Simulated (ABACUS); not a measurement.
Input and output of a self-consistent single point for AlN (P6_3mc, 4 atoms in the cell; from Materials Project mp-661) (ABACUS).

Method: LDA (PW92), PseudoDojo 0.4 standard norm-conserving LDA (tails mended) pseudopotentials (plane waves; ABACUS).

```
AlN
1.0
    3.12859     0.00000     0.00000
   -1.56429     2.70944     0.00000
    0.00000     0.00000     5.01696
Al N
2 2
Direct
  0.66667   0.33333   0.49929
  0.33333   0.66667   0.99929
  0.66667   0.33333   0.88071
  0.33333   0.66667   0.38071
```

Reference input (self-consistent single point, DFT, LDA (PW92), plane waves, PseudoDojo 0.4 standard norm-conserving LDA (tails mended) pseudopotentials): KPT = Gamma 8 8 5 0.5 0.5 0.5; basis_type = pw; dft_functional = PWLDA; ecutwfc = 84 Ry; smearing_method = fixed; potentials = PseudoDojo 0.4 standard norm-conserving LDA (tails mended); symmetry = 1; symmetry_prec = 1e-05; ks_solver = dav_subspace; scf_nmax = 100; scf_thr = 1.0e-09 Ry; mixing_type = broyden. This run's input differs from it in these lines:

```diff
@@ -6,3 +6,3 @@
 dft_functional       PWLDA
-ecutwfc              84.0
+ecutwfc              33.6
 symmetry             1
```

Output, abridged:

```
 SELF-CONSISTENT
 -------------------------------------------
                                 init_chg = atomic

 PW ALGORITHM --------------- ION=   1  ELEC=   1--------------------------------

 Density error is 0.753735183048
                          Error Threshold = 0.01
 E_KohnSham     -50.6758428622       -689.4802138784
 E_Fermi        0.3088647623         4.2023206786

 PW ALGORITHM --------------- ION=   1  ELEC=   2--------------------------------

 Density error is 0.448949493668
                          Error Threshold = 0.00471084489405
 E_KohnSham     -50.8553543462       -691.9225929168
   [... lines left out ...]

 Density error is 2.51950036291e-09
                          Error Threshold = 2.58588348518e-10
 E_KohnSham     -50.9507171524       -693.2200704585
 E_Fermi        0.4823576797         6.5628129182

 PW ALGORITHM --------------- ION=   1  ELEC=   8--------------------------------

 Density error is 3.95465254687e-11
                          Error Threshold = 1.57468772682e-11
 E_KohnSham     -50.9507171527       -693.2200704625
 E_KS(sigma->0) -50.9507171527       -693.2200704625
 E_entropy(-TS) 0.0000000000         0.0000000000
 E_Fermi        0.4823558053         6.5627874151
 charge density convergence is achieved
 final etot is -693.22007046 eV
 EFERMI = 6.5627874151 eV

 STATE ENERGY(eV) AND OCCUPATIONS    NSPIN == 1
   [... 15 lines left out ...]

 TOTAL-FORCE (eV/Angstrom)
                       Al1         0.0000000000         0.0000000000         0.0089614050
                       Al2         0.0000000000         0.0000000000         0.0089614050
                        N1         0.0000000000         0.0000000000        -0.0089614050
                        N2         0.0000000000         0.0000000000        -0.0089614050

 TOTAL-STRESS (KBAR)
      -596.4080509129         0.0000000000        -0.0000000000
         0.0000000000      -596.4082349467        -0.0000000000
         0.0000000000         0.0000000000      -595.1329465029
 TOTAL-PRESSURE: -595.983077 KBAR

 --------------------------------------------
 !FINAL_ETOT_IS -693.2200704624599439 eV
 --------------------------------------------
```

The run converged in 8 iterations. Against the reference run the free energy goes up by 1.43 eV/atom, the pressure goes from -8.97 to -59.60 GPa and the largest force goes from 0.005 to 0.009 eV/Å.

This run is one point of a test of settings, so its values need not be converged; read them against the reference run alone. The structure comes from a collection of computed structures, made at another level of theory; the collection holds predicted forms beside known ones.

Cost on one core: about 21 core-seconds (a rough figure).

At a cut-down plane-wave cutoff the stress holds a Pulay term: a spurious tension from the incomplete basis, which lowers the pressure; energies, forces and gaps of such rows are unconverged too.

“Tails mended”: in these copies of the files the far tail of each local potential was reset to the Coulomb form.
